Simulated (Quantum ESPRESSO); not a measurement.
## Al3MoHf2GaPt (different elements on one site, starting from this cell)

Simulated, not a measurement. The program is pw.x of Quantum ESPRESSO 7.5 (plane-wave density functional theory). The cell is made up: eight metal atoms on a face-centred cubic lattice, with elements, volume, strain and displacements drawn at random and not relaxed, so it may be unstable or far from any real phase. PseudoDojo standard norm-conserving files set the functional (PBE unless stated); there is no spin polarisation or spin-orbit coupling, the Fermi-Dirac width of 0.25 eV means electrons at about 2900 K, and the masses in the input are unused placeholders. Heavy elements are run without spin-orbit coupling, which real alloys of them have. A spin test at this wide smearing found no moment, but such smearing suppresses magnetism that the real alloy may have.

The runs put different elements on site 2. Cell, positions, cutoff, mesh and smearing stay as in the input of run 1; sites are counted in its order. Stress in the tables is positive in tension.

Input of run 1:

```
&control calculation='scf', pseudo_dir='./dojo.nc.sr.pbe.v0_5.standard.upf', outdir='./o', disk_io='minimal', tprnfor=.true., tstress=.true. /
&system ibrav=0, nat=8, ntyp=5, nbnd=52, ecutwfc=84.00895049, nosym=.true., tot_charge=0,
 occupations='smearing', smearing='fd', degauss=0.0183746611
/
&electrons conv_thr=1.470e-08, electron_maxstep=70, mixing_beta=0.5 /
ATOMIC_SPECIES
Al 1.0 Al.upf
Ga 1.0 Ga.upf
Hf 1.0 Hf.upf
Mo 1.0 Mo.upf
Pt 1.0 Pt.upf
CELL_PARAMETERS angstrom
-2.0635 -4.1271 -2.0635
-4.1271 2.0635 2.0635
0.0 4.1271 -4.1271
ATOMIC_POSITIONS angstrom
Al -0.0552 0.0589 0.0408
Mo 0.0162 2.0986 -2.1085
Hf -2.0356 2.0648 -0.0831
Al -2.0691 4.1398 -2.0875
Hf -2.1067 -0.0369 -2.075
Ga -2.0477 2.1226 -4.08
Pt -4.0162 -0.0445 -0.0415
Al -4.1915 2.0324 -2.0839
K_POINTS automatic
5 5 4 1 1 1
```

| run | elements on sites 1 to 8 | -TS (eV) | pressure (GPa) | stress xx (GPa) | stress yy (GPa) | stress zz (GPa) | stress yz (GPa) | stress xz (GPa) | stress xy (GPa) | iterations |
| --- | --- | --- | --- | --- | --- | --- | --- | --- | --- | --- |
| 1 | Al Mo Hf Al Hf Ga Pt Al | -1.130 | -1.30 | 2.67 | -1.16 | 2.40 | -1.33 | 0.48 | 0.45 | 15 |
| 2 | Al Ta Hf Al Hf Ga Pt Al | -1.111 | 2.08 | -0.53 | -5.28 | -0.43 | -1.95 | 1.11 | 0.84 | 14 |
| 3 | Al Ga Hf Al Hf Ga Pt Al | -0.984 | 0.99 | -0.82 | -1.60 | -0.55 | -1.64 | 1.05 | -0.86 | 12 |
| 4 | Al Re Hf Al Hf Ga Pt Al | -1.062 | -3.74 | 5.27 | 1.66 | 4.28 | -1.01 | 0.48 | 0.16 | 14 |
| 5 | Al Al Hf Al Hf Ga Pt Al | -0.989 | 0.76 | 0.00 | -2.20 | -0.07 | -1.84 | 1.63 | -0.55 | 12 |

Forces Fx Fy Fz (eV/Å):

| site | run 1 | run 2 | run 3 | run 4 | run 5 |
| --- | --- | --- | --- | --- | --- |
| 1 | 0.79 -0.24 -0.09 | 0.75 -0.12 -0.16 | 0.89 -0.23 -0.20 | 0.83 -0.38 -0.06 | 0.89 -0.20 -0.22 |
| 2 | -0.01 -0.18 -0.49 | 0.23 -0.44 -0.47 | -0.03 -0.24 0.10 | -0.19 0.00 -0.43 | 0.02 -0.24 0.07 |
| 3 | -1.32 0.04 0.69 | -1.31 -0.13 0.82 | -1.45 0.02 0.79 | -1.38 0.16 0.61 | -1.41 -0.04 0.78 |
| 4 | -0.31 -0.19 -0.21 | -0.26 -0.10 -0.26 | -0.57 0.19 -0.29 | -0.39 -0.21 -0.18 | -0.53 0.12 -0.26 |
| 5 | 1.24 0.32 -0.52 | 1.08 0.43 -0.42 | 1.43 0.26 -0.22 | 1.51 0.28 -0.63 | 1.41 0.31 -0.19 |
| 6 | 0.04 -0.25 0.16 | -0.09 -0.27 0.07 | -0.19 -0.52 -0.34 | 0.12 -0.21 0.19 | -0.13 -0.47 -0.24 |
| 7 | -0.29 0.16 0.59 | -0.36 0.16 0.62 | -0.25 0.18 0.51 | -0.30 0.09 0.53 | -0.41 0.14 0.36 |
| 8 | -0.14 0.34 -0.13 | -0.02 0.48 -0.19 | 0.17 0.34 -0.36 | -0.21 0.27 -0.03 | 0.15 0.39 -0.29 |

Energies are left out, as each element's file has its own zero. A rerun of one cell of this series at a higher cutoff and on a denser mesh moved values by no more than 0.007 eV in energy, 0.13 GPa in stress and 0.010 eV/Å in force, and a second program with other atomic files agreed on that cell to 2 % rms in force and 0.5 GPa in pressure.